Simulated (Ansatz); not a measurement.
Consider the following.

CaO:
```yaml
crystal:
  lattice:
    - [0.00000, 2.38337, 2.38337]
    - [2.38337, 0.00000, 2.38337]
    - [2.38337, 2.38337, 0.00000]
  atoms:
    - { symbol: Ca, position: [0.00000, 0.00000, 0.00000] }
    - { symbol: O, position: [0.50000, 0.50000, 0.50000] }
```

This is the PBEsol-relaxed structure.

Q: All from plane-wave PAW PBEsol (Ansatz code), unless another level is named. Predict the Debye temperature from the elastic constants.

A: 667 K.

Q: Give the elastic constants (relaxed ions, GPa).

A: C11 = 228, C12 = 59.2, C44 = 77.5.

Space group Fm-3m (rock salt). The PBEsol relaxation kept the symmetry of its start. The volume moved by -56 % from the start of the relaxation.

Potentials: the earlier of the program's two PAW sets. The files were generated under PBE; for other functionals the program regenerates the frozen cores, and for LDA and PBEsol the local potential too.
